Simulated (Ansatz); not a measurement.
Relaxed-ion elastic tensor of W (bcc (W type), space group No. 229) in GPa (Voigt order), the program Ansatz at the LDA level (PAW); density 19.79 g/cm³, 15.42 Å³ per atom.

```
567  219  219  0.0  0.0  0.0
219  567  219  0.0  0.0  0.0
219  219  567  0.0  0.0  0.0
0.0  0.0  0.0  150  0.0  0.0
0.0  0.0  0.0  0.0  150  0.0
0.0  0.0  0.0  0.0  0.0  150
```

Task: Is the crystal mechanically stable?

Result: Yes: the smallest eigenvalue of C is 150 GPa.

Task: Work out the Voigt, Reuss and Hill averages.

Result: K_V = 335, K_R = 335, K_H = 335; G_V = 159, G_R = 158, G_H = 159 GPa.

Task: Give Young's modulus, Poisson's ratio, Pugh's ratio and the universal anisotropy index.

Result: E = 9KG/(3K + G) = 412 GPa; ν = 0.30; K/G = 2.11 (ductile by the Pugh limit of 1.75); A_U = 5G_V/G_R + K_V/K_R − 6 = 0.03.

Task: Estimate the sound speeds and the Debye temperature.

Result: v_l = √((K + 4G/3)/ρ) = 5260 m/s, v_t = √(G/ρ) = 2830 m/s, mean 3160 m/s; Θ = (h/k)(3n/4πV)^(1/3) v_m = 378 K.

Task: Give the Zener ratio and Young's modulus along [100], [110] and [111].

Result: A = 2C44/(C11 − C12) = 0.86; 1/E = S11 − 2(S11 − S12 − S44/2)Γ with Γ = 0, 1/4, 1/3 gives 444, 403, 391 GPa.

Task: Solve the Christoffel equation for the three sound speeds along [100], [110], [111].

Result: Eigenvalues of C_ijkl n_j n_l equal ρv². In km/s, slowest first: [100] 2.75, 2.75, 5.35; [110] 2.75, 2.96, 5.24; [111] 2.89, 2.89, 5.20.

Space group Im-3m (bcc (W type)). The cell was relaxed with LDA under the symmetry of its start. The run is not spin-polarised. As this level gives no gap, shear constants depend on the k-mesh and smearing (Fermi–Dirac, 0.1 eV here). Scalar-relativistic: spin–orbit coupling is off unless named, which matters more the heavier the elements.

Potentials: the earlier of the program's two PAW sets. The files were generated under PBE; for other functionals the program regenerates the frozen cores, and for LDA and PBEsol the local potential too.
